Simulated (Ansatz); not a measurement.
Crystals of one structure type (zinc blende) and one family of elements, relaxed and computed with plane-wave PAW PBE (Ansatz code).

| crystal | gap (eV) | electron conductivity mass (mₑ) |
|---|---|---|
| CdSe | 0.49 | 0.052 |
| CdTe | 0.58 | 0.053 |
| CdS | 1.04 | ? |
| ZnSe | 1.15 | 0.090 |
| ZnS | 2.02 | 0.17 |

### Question
Fit a straight line to ln m* against ln E_g and predict the withheld value.

### Answer
Least squares on the 4 shown rows: ln m* = 0.85 × ln E_g + (-2.430), with a scatter of 7 %. For CdS this gives 0.091. The run itself gave 0.12, outside the scatter: the line misses something about this case.

All cells were relaxed under the symmetry of their starts (and spin orders); stability against distortions was not tested throughout. Scalar-relativistic: spin–orbit coupling is off unless named, which matters more the heavier the elements.

Potentials: the later of the program's two PAW sets.
